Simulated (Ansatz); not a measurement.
One crystal and one scan (scan of one atom of the cell) at two levels, PBE (plane waves to 420 eV, PAW, scalar-relativistic; Ansatz, an electronic-structure program) and r2SCAN (plane waves to 500 eV, PAW, scalar-relativistic; Ansatz), each from its own relaxed cell and on its own mesh. The cell shown is that of PBE.

Relaxed BAs (zinc blende):

```yaml
crystal:
  lattice:
    - [0.00000, 2.40467, 2.40467]
    - [2.40467, 0.00000, 2.40467]
    - [2.40467, 2.40467, 0.00000]
  atoms:
    - { symbol: As, position: [0.75000, 0.75000, 0.75000] }
    - { symbol: B, position: [0.00000, 0.00000, 0.00000] }
```

In each cell atom 2 (B, nearest neighbour As at 2.083 Å; its periodic images, 3.4 Å or more away, move with it) moves by s·(1.000, 0.000, 0.000) (along Cartesian x), the rest being held.

Energies are smeared free energies. BAs was relaxed with its symmetry unable to fall. As the smearing reaches across the gap at some points, energies and forces of such displacements shift with the k mesh and the smearing. Percentages come from the unrounded values. Both scans cover s from -0.620 to 0.620 Å.

Results of PBE:

```
Item                                                                                                                      Result
----------------------------------------------------------------  --------------------------------------------------------------
Lattice constant a (Å)                                                                                                     4.809
Band gap of the relaxed cell, no spin-orbit coupling (eV)                                                                   1.21
Energy at s = 0.620 Å (meV/cell)                                                                                            2331
Force along the line at s = -0.620 Å (eV/Å)                                                                                5.394
Force constant k = d²E/ds² at s = 0 (finite differences) (eV/Å²)                                                           16.00
Zone-centre optical wavenumber from k (cm⁻¹)                                                                                 679
Symmetry of the curve                                                                              even: the same for both signs
Shape of the curve                                                a single well with its minimum at or next to zero displacement
```

What does r2SCAN give for the same quantities?


```tsv
quantity	r2SCAN	PBE − r2SCAN
Lattice constant a (Å)	4.784	+0.025 (+0.5 %)
Band gap of the relaxed cell, no spin-orbit coupling (eV)	1.38	-0.17 (-12 %)
Energy at s = 0.620 Å (meV/cell)	2481	-150 (-6.1 %)
Force along the line at s = -0.620 Å (eV/Å)	5.747	-0.353 (-6.1 %)
Force constant k = d²E/ds² at s = 0 (finite differences) (eV/Å²)	16.96	-0.96 (-5.6 %)
Zone-centre optical wavenumber from k (cm⁻¹)	699	-20 (-2.9 %)
```

PBE gives the higher value for: lattice constant a. PBE gives the lower value for: band gap of the relaxed cell, no spin-orbit coupling; energy at s = 0.620 Å; force along the line at s = -0.620 Å; force constant k = d²E/ds² at s = 0; zone-centre optical wavenumber from k. Both give the same symmetry of the curve: even: the same for both signs. Neither level is exact: the differences show how much the result hangs on the functional.

(For displaced atoms, the force is minus the slope of the energy, and its curvature is a force constant, which sets phonon frequencies.)
